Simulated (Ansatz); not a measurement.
# Relaxing a structure of CoPdO2

The start is a relaxed CoPdO2 cell, doubled along one cell vector, shaken by Gaussian noise of σ = 0.08 Å a coordinate. The cell and all atomic positions are relaxed at zero pressure with PBEsol (plane waves to 420 eV, PAW, scalar-relativistic; Ansatz, an electronic-structure program). The first steps use a coarse 8×3×6 k-mesh.

Input geometry:
```
CoPdO2
1.0
    2.76099     0.00000     0.00000
    0.00000     5.37902     6.69139
    0.00000    -2.68951     3.34569
O Co Pd
4 2 2
Direct
  0.51154   0.30442   0.07069
  0.50544   0.82062   0.07858
  0.50702   0.03447   0.63980
  0.47605   0.53096   0.64672
  0.94418   0.44318   0.92198
  0.01896   0.94848   0.90773
  0.53434   0.27369   0.57307
  0.51879   0.79746   0.56272
```
Spin-polarised start, with parallel moments on Co.

```yaml
largest_initial_force: about 2.9 eV/Å, on Co5 (atoms numbered as listed)
energy_released: 0.15 eV/atom
Shortest distances (start → end): "The closest pairs of elements (up to four, under 3.6 Å), start → end: Co–O 1.71 → 1.78 Å; O–Pd 2.01 → 1.99 Å; O–O 2.33 → 2.40 Å; Co–Pd 2.56 → 2.90 Å"
band_gap_at_the_end: no gap (metallic)
moments_at_the_end: net 0.29 μB/atom, ferromagnetic
optimiser_moves: 28
```

It ends as:

Space group Amm2 (No. 38); a = 2.739 Å, b = 3.909 Å, c = 9.712 Å, α = 90.00°, β = 90.00°, γ = 90.00°

```
atom  site  symmetry       x       y       z
----  ----  --------  ------  ------  ------
O       2b       mm2  0.5000  0.5000  0.2509
O       2b       mm2  0.5000  0.5000  0.4982
Co      2a       mm2  0.0000  0.0000  0.8677
Pd      2b       mm2  0.5000  0.5000  0.0369
```
(The calculation used a cell of 4 atoms; values per cell refer to that cell.)

Final values are on a 17×13×13 k-mesh of the relaxed cell. Spin state reached: ferromagnetic (net 0.29 μB/atom), from parallel starting moments; other spin orders were not run from this start. No Hubbard U is applied. A magnetic insulating state can be missed without it.

The relaxed structure here is a generated cell of CoPdO2: the first start was made by placing the elements on the sites of a structure type, and the end was not matched to a known phase here, so it may be hypothetical.
